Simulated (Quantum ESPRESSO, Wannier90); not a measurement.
## Wannier functions of RbBr (CsCl type)

Cell from Materials Project (mp-23303), symmetrised, no further relaxation. Not found in the COD (Crystallography Open Database) copy used, which has the formula in other groups; not checked further. Level: LDA, no spin polarisation, no spin-orbit coupling; pw.x of Quantum ESPRESSO at 36 Ry with PseudoDojo potentials, 8×8×8 k-points, Wannier90. Density: 8×8×8 mesh, cold smearing 0.01 Ry. Spin-orbit coupling, left out, would split the p-like bands by a few tenths of an eV.

On the energy scale of pw.x, whose zero is arbitrary, the valence-band maximum lies at 2.50 eV.

Input w.win:

```
num_bands = 3
num_wann = 3
exclude_bands = 1-2,6-15
num_iter = 800
conv_tol = 1.0e-6
conv_window = 4
write_hr = true
write_u_matrices = true
auto_projections = true
begin unit_cell_cart
ang
    4.1260800000    0.0000000000    0.0000000000
    0.0000000000    4.1260800000    0.0000000000
    0.0000000000    0.0000000000    4.1260800000
end unit_cell_cart
begin atoms_frac
Rb   0.0000000000  0.0000000000  0.0000000000
Br   0.5000000000  0.5000000000  0.5000000000
end atoms_frac
mp_grid = 8 8 8
begin kpoints
0.0000000000 0.0000000000 0.0000000000
0.0000000000 0.0000000000 0.1250000000
0.0000000000 0.0000000000 0.2500000000
... (509 more lines: the 8x8x8 mesh through Gamma)
end kpoints
```

Input of pw2wannier90.x that gives the overlap and projection files (equivalent; here they were cut from one run over all bands):

```
&inputpp
  outdir = './out'
  prefix = 'pwscf'
  seedname = 'w'
  write_amn = .true.
  write_mmn = .true.
  atom_proj = .true.
  atom_proj_exclude = 1 5 6 7 8 9
/
```

Output w.wout (banner and timings cut):

```
                                    ------
                                    SYSTEM
                                    ------

                              Lattice Vectors (Ang)
                    a_1     4.126080   0.000000   0.000000
                    a_2     0.000000   4.126080   0.000000
                    a_3     0.000000   0.000000   4.126080

                   Unit Cell Volume:      70.24460  (Ang^3)

                        Reciprocal-Space Vectors (Ang^-1)
                    b_1     1.522798   0.000000   0.000000
                    b_2     0.000000   1.522798   0.000000
                    b_3     0.000000   0.000000   1.522798

 *----------------------------------------------------------------------------*
 |   Site       Fractional Coordinate          Cartesian Coordinate (Ang)     |
 +----------------------------------------------------------------------------+
 | rb   1   0.00000   0.00000   0.00000   |    0.00000   0.00000   0.00000    |
 | br   1   0.50000   0.50000   0.50000   |    2.06304   2.06304   2.06304    |
 *----------------------------------------------------------------------------*
                                ------------
                                K-POINT GRID
                                ------------

             Grid size =  8 x  8 x  8      Total points =  512

 *---------------------------------- MAIN ------------------------------------*
 |  Number of Wannier Functions               :                 3             |
 |  Number of Objective Wannier Functions     :                 3             |
 |  Number of input Bloch states              :                 3             |
 |  Output verbosity (1=low, 5=high)          :                 1             |
 |  Timing Level (1=low, 5=high)              :                 1             |
 |  Optimisation (0=memory, 3=speed)          :                 3             |
 |  Length Unit                               :               Ang             |
 |  Post-processing setup (write *.nnkp)      :                 F             |
 |  Using Gamma-only branch of algorithms     :                 F             |
 *----------------------------------------------------------------------------*
 *------------------------------- WANNIERISE ---------------------------------*
 |  Total number of iterations                :               800             |
 |  Number of CG steps before reset           :                 5             |
 |  Trial step length for line search         :             2.000             |
 |  Convergence tolerence                     :         0.100E-05             |
 |  Convergence window                        :                 4             |
 |  Iterations between writing output         :                 1             |
 |  Iterations between backing up to disk     :               100             |
 |  Write r^2_nm to file                      :                 F             |
 |  Write xyz WF centres to file              :                 F             |
 |  Write on-site energies <0n|H|0n> to file  :                 F             |
 |  Use guiding centre to control phases      :                 F             |
 |  Use phases for initial projections        :                 F             |
 *----------------------------------------------------------------------------*
 *-------------------------------- PLOTTING ----------------------------------*
 |  Plotting Hamiltonian in WF basis          :                 T             |
 *----------------------------------------------------------------------------*

 *---------------------------------- K-MESH ----------------------------------*
 +----------------------------------------------------------------------------+
 |                    Distance to Nearest-Neighbour Shells                    |
 |                    ------------------------------------                    |
 |          Shell             Distance (Ang^-1)          Multiplicity         |
 |          -----             -----------------          ------------         |
 |             1                   0.190350                      6            |
 |             2                   0.269195                     12            |
 |             3                   0.329695                      8            |
 |             4                   0.380699                      6            |
 |             5                   0.425635                     24            |
 |             6                   0.466260                     24            |
 |             7                   0.538390                     12            |
 |             8                   0.571049                     30            |
       ... (lines left out)
 +----------------------------------------------------------------------------+
 | The b-vectors are chosen automatically                                     |
 | The following shells are used:                       1                     |
 +----------------------------------------------------------------------------+
 |                        Shell   # Nearest-Neighbours                        |
 |                        -----   --------------------                        |
 |                          1               6                                 |
 +----------------------------------------------------------------------------+
 | Completeness relation is fully satisfied [Eq. (B1), PRB 56, 12847 (1997)]  |
 +----------------------------------------------------------------------------+
 |                  b_k Vectors (Ang^-1) and Weights (Ang^2)                  |
 |                  ----------------------------------------                  |
 |            No.         b_k(x)      b_k(y)      b_k(z)        w_b           |
 |            ---        --------------------------------     --------        |
 |             1         0.000000    0.000000    0.190350    13.799569        |
 |             2         0.000000    0.190350    0.000000    13.799569        |
 |             3         0.190350    0.000000    0.000000    13.799569        |
 |             4         0.000000    0.000000   -0.190350    13.799569        |
 |             5         0.000000   -0.190350    0.000000    13.799569        |
 |             6        -0.190350    0.000000    0.000000    13.799569        |
 +----------------------------------------------------------------------------+
 |                           b_k Directions (Ang^-1)                          |
 |                           -----------------------                          |
 |            No.           x           y           z                         |
 |            ---        --------------------------------                     |
 |             1         0.000000    0.000000    0.190350                     |
 |             2         0.000000    0.190350    0.000000                     |
 |             3         0.190350    0.000000    0.000000                     |
 +----------------------------------------------------------------------------+

 Starting a new Wannier90 calculation ...

 Reading overlaps from w.mmn

 Reading projections from w.amn

 *------------------------------- WANNIERISE ---------------------------------*
 +--------------------------------------------------------------------+<-- CONV
 | Iter  Delta Spread     RMS Gradient      Spread (Ang^2)            |<-- CONV
 +--------------------------------------------------------------------+<-- CONV

 ------------------------------------------------------------------------------
 Initial State
  WF centre and spread    1  ( -0.000000,  0.000000,  0.000000 )     1.12031032
  WF centre and spread    2  ( -0.000000, -0.000000,  0.000000 )     1.12031032
  WF centre and spread    3  (  0.000000, -0.000000, -0.000000 )     1.12031032
  Sum of centres and spreads ( -0.000000, -0.000000,  0.000000 )     3.36093097

      0     0.336E+01     0.0000000000        3.3609309675  <-- CONV
        O_D=      0.0000000 O_OD=      0.0016707 O_TOT=      3.3609310 <-- SPRD
 ------------------------------------------------------------------------------
      1    -0.347E-06     0.0004572427        3.3609306204  <-- CONV
        O_D=      0.0000000 O_OD=      0.0016703 O_TOT=      3.3609306 <-- SPRD
      2    -0.559E-08     0.0000691184        3.3609306148  <-- CONV
        O_D=      0.0000000 O_OD=      0.0016703 O_TOT=      3.3609306 <-- SPRD
      3    -0.388E-09     0.0000219989        3.3609306144  <-- CONV
        O_D=      0.0000000 O_OD=      0.0016703 O_TOT=      3.3609306 <-- SPRD
      4    -0.601E-10     0.0000085173        3.3609306144  <-- CONV
        O_D=      0.0000000 O_OD=      0.0016703 O_TOT=      3.3609306 <-- SPRD
             <<<     Delta < 1.000E-06  over  4 iterations     >>>
             <<< Wannierisation convergence criteria satisfied >>>
 Final State
  WF centre and spread    1  ( -0.000000,  0.000000,  0.000000 )     1.12031020
  WF centre and spread    2  ( -0.000000, -0.000000,  0.000000 )     1.12031020
  WF centre and spread    3  (  0.000000, -0.000000, -0.000000 )     1.12031020
  Sum of centres and spreads ( -0.000000, -0.000000,  0.000000 )     3.36093061

         Spreads (Ang^2)       Omega I      =     3.359260299
        ================       Omega D      =     0.000000000
                               Omega OD     =     0.001670316
    Final Spread (Ang^2)       Omega Total  =     3.360930614
```
